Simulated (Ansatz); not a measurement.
**Stress against strain in TiPd**

```xyz
2
Lattice="3.1800 0.0000 0.0000 0.0000 3.1800 0.0000 0.0000 0.0000 3.1800" Properties=species:S:1:pos:R:3 pbc="T T T"
Ti    1.5900    1.5900    1.5900
Pd    0.0000    0.0000    0.0000
```

Atom numbers follow the list: Ti1, Pd2.

The geometry is COD entry 1523469, unchecked; take it as a test cell.

Spin polarisation is left out, and whether a magnetic state lies lower isn't shown here.

Level of theory: DFT, PBEsol, all-electron LAPW, scalar-relativistic (Ansatz 0.2.0).

Numerical set-up: a Γ-centred 13×13×13 k mesh, Fermi–Dirac smearing of 0.08 eV, basis error target 0.5 meV/atom, no spin polarisation.

The strain is applied along the Cartesian axes of the cell as listed (γ is the engineering shear, twice εxy = εyz = εzx). Fractional coordinates are held (clamped ions).

σ is the change of stress from the unstrained cell, which is at -6.85 GPa; tension is positive, so slopes are stress–strain coefficients at that pressure. In a metal the k mesh adds noise.

Only quantities that a quadratic follows smoothly over the whole series are listed; rougher ones are left out.

```
      γ  σxy (GPa)
-0.0200      -0.93
 0.0000       0.00
 0.0100       0.42
 0.0200       0.81
```

(1) Fit the series and read off the stiffness at zero strain.

(2) One run, at γ = -0.0100, is withheld. Predict its row.

## Answers

(1) Least-squares fits y = p0 + p1 x + p2 x² to the rows give σxy (GPa): p1 = 43.5, p2 = -150. So C44 (clamped ions) = 44 GPa.

(2) The fits give -0.45; the run gave -0.45.
